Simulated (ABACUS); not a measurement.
Consider a self-consistent single point of CdSe (P6_3mc, 4 atoms in the cell; from Materials Project mp-1070, changed as shown).

```
CELL_PARAMETERS angstrom
      4.34609     0.00000     0.00000
     -2.17305     3.76382     0.00000
      0.00000     0.00000     7.01894
ATOMIC_POSITIONS crystal
  Cd 0.66667 0.33333 0.49995
  Cd 0.33333 0.66667 0.99995
  Se 0.66667 0.33333 0.87591
  Se 0.33333 0.66667 0.37591
```

Computed with PBE, numerical atomic orbitals TZDP (confined pseudo-atomic orbitals with Gaussian additions; energy shift 0.003 Ry), PseudoDojo 0.5 standard norm-conserving PBE (tails mended) pseudopotentials (ABACUS).

ABACUS settings:

| setting | value |
|---|---|
| basis | TZDP numerical atomic orbitals, energy shift 0.003 Ry |
| KPT | Gamma 8 8 4 0 0 0 |
| basis_type | lcao |
| dft_functional | PBE |
| ecutwfc | 100 Ry |
| smearing_method | fd |
| smearing_sigma | 0.00367493 Ry |
| potentials | PseudoDojo 0.5 standard norm-conserving PBE (tails mended) |
| symmetry | 1 |
| ks_solver | scalapack_gvx |
| scf_nmax | 100 |
| scf_thr | 1.0e-06 |
| mixing_type | pulay |
| mixing_beta | 0.4 |

Results:

```
Property                                                  Result
------------------------------------------------  --------------
Number of valence electrons                                   72
Number of bands                                               46
Number of k-points after the program's reduction              63
Size of the basis                                            156
Number of SCF iterations                                       9
Free energy E − TS                                -16142.3320 eV
Top of the valence band (on the code's own zero)         7.49 eV
Gap on the k-point mesh                                  0.74 eV
Pressure                                                2.11 GPa
```

Stress (GPa, positive for compression):
```
1.80  0.00  0.00
0.00  1.80  0.00
0.00  0.00  2.75
```

The gap is read on the k-point mesh of the run and can differ from the gap over the whole zone at this level.

For comparison: a first run was changed to give this one (lattice vector c scaled by 0.99), and from it to this one the free energy rises by 3.9 meV/atom, the pressure goes from 1.57 to 2.11 GPa and the gap on the mesh goes from 0.710 to 0.745 eV.

The atom-centred basis is finite, which shifts total energies, pressures and gaps against plane waves. The structure comes from a collection of computed structures, made at another level of theory; the collection holds predicted forms beside known ones.

Cost on one core: very roughly 70 core-seconds.

The atomic orbitals were generated for these runs; they are not ABACUS's published sets and were checked against plane waves on a few crystals only.

“Tails mended”: in these copies of the files the far tail of each local potential was reset to the Coulomb form.
